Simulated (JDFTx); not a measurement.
System: Tl(0001) (P6_3/mmc bulk; lattice of mp-82, not re-optimised at this level), 1x1 cell of 4 atoms in 4 planes, area 10.59 Å² a face, 8.6 Å between the outermost planes in a cell 24.5 Å high; k mesh 8×8×1, Fermi width 0.01 Ha, no spin polarisation.

Method: PBE, GBRV ultrasoft potentials, plane waves to 20/100 Ha, in JDFTx (a modified build). Liquid: linear PCM (GLSSA13), water, 2 M NaCl. Between zero charge and 0.20 V from it the run gives σ = 4.0 μC/cm², a mean capacitance of 20.0 μF/cm². The liquid has ε = 78.4, a 1:1 salt at 2 M with linear (Debye) response, and T = 298 K.

Worked example: the Debye length, the diffuse-layer capacitance, and the inner capacitance that is left when the two stand in series.

Each ion has density c = 2 × 6.022×10⁻⁴ = 1.204e-03 Å⁻³. λ² = ε kT / (8π (e²/4πε₀) c) with kT = 0.02568 eV and e²/4πε₀ = 14.40 eV Å gives λ = 2.15 Å; the log prints 2.15 Å. C_diffuse = ε₀ε/λ = 323 μF/cm². Then 1/C_inner = 1/20.0 − 1/323, so C_inner = 21.3 μF/cm², which equals a vacuum gap of ε₀/C_inner = 0.42 Å. The diffuse layer takes 6 % of the potential drop; the rest lies between the electrode's charge and the onset of the dielectric, with the electrode's own (quantum) capacitance in it. The split is a model: in the calculation solvent and ions share one smooth cavity.
